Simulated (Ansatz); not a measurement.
Al2GaAs3: relaxed-ion elastic tensor

Method: Ansatz, DFT PBE, scalar-relativistic, plane waves, PAW. Settings: 420 eV plane-wave cutoff, Γ-centred 12×12×4 mesh, fixed occupations. No spin polarisation.

Relaxed structure:
```yaml
crystal:
  lattice:
    - [4.05512, 0.00000, 0.00000]
    - [-2.02756, 3.51184, 0.00000]
    - [0.00000, 0.00000, 9.93018]
  atoms:
    - { symbol: Al, position: [0.00000, 0.00000, 0.00045] }
    - { symbol: Al, position: [0.66667, 0.33333, 0.33347] }
    - { symbol: Ga, position: [0.33333, 0.66667, 0.66632] }
    - { symbol: As, position: [0.00000, 0.00000, 0.75074] }
    - { symbol: As, position: [0.33333, 0.66667, 0.41574] }
    - { symbol: As, position: [0.66667, 0.33333, 0.08329] }
```

The cell was found from a structure generator's guess, not taken from experiment.

(1) Give the relaxed-ion elastic constants (GPa, Voigt order xx yy zz yz xz xy, on the Cartesian axes of the cell above).

(2) Is the crystal stable against homogeneous strain?

(3) And the moduli of a polycrystal (Hill averages)?

Answers

(1)
C11 = 125.8, C12 = 38.7, C13 = 30.9, C14 = 10.9, C22 = 125.8, C23 = 30.9, C24 = -10.9, C33 = 133.2, C44 = 35.5, C55 = 35.5, C56 = 10.9, C66 = 43.5 GPa; the others vanish.

(2) Yes: the least eigenvalue of the tensor is 27.9 GPa.

(3) B = 65 GPa, G = 40 GPa, E = 100 GPa, ν = 0.24.
